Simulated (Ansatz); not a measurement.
**Si: energy along a strain**

Si, P6_3/mmc, a = 3.831 Å, c = 6.333 Å (as given, not relaxed at this level: -2.0 GPa, forces to 0.01 eV/Å). This isn't the element's structure at ambient conditions. Ansatz: LDA, PAW, 420 eV, Γ-centred 12×12×6 mesh on 4 atoms, Gaussian smearing 0.03 eV; no spin polarisation. Cell vectors (Å): 3.831 0.000 0.000; -1.916 3.318 0.000; 0.000 0.000 6.333. The cell is strained by x per cent times the pattern (1 -1 0 0 0 0) in the order xx yy zz yz xz xy (engineering shears), with fractional coordinates held. y is the free energy over the start, V0 = 20.126 Å³/atom.

| x (%) | y (meV/atom) |
| --- | --- |
| -4.00 | ? |
| -3.00 | 18.82 |
| -2.00 | 8.39 |
| -1.00 | 2.10 |
| 0.00 | 0.00 |
| 1.00 | 2.12 |
| 2.00 | 8.49 |
| 3.00 | 19.13 |
| 3.50 | 26.07 |
| 4.00 | 34.08 |

Problem. Fit y = c1 x + c2 x² + c3 x³ to the other rows, get the stiffness along the pattern, and predict the missing energy.

Solution. Least squares on the rows shown. y = 0.0057326 x + 2.1086 x² + 0.0050459 x³. The clamped-ion stiffness p·C·p = 2 × 21.09 eV × 160.2 / 20.126 Å³ = 336 GPa (second derivative at the start, which stands under stress). At x = -4.00 the fit asked for gives 33.39 meV/atom. The run gave 33.33 meV/atom, so the fit is 0.06 meV/atom too high, a small miss on the scale of the series.